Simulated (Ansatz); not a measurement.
An element in the diamond structure gives these cold pressures by all-electron LAPW under PBEsol (Ansatz 0.2.0, scalar-relativistic, no spin polarisation).

| V (Å³/atom) | P (GPa) |
| --- | --- |
| 8.19 | -0.03 |
| 7.37 | 23.2 |
| 6.55 | 60.1 |
| 5.73 | 120.5 |
| 4.91 | 223.6 |
| 4.09 | 410.7 |
| 3.28 | 783.3 |

Problem. Which element is it?

Solution. B. Its zero-pressure volume in this structure is near 8.2 Å³/atom; the volume and the steepness of P(V) together point to it, though neighbours can come close. This is the case that was computed; others weren't tested.
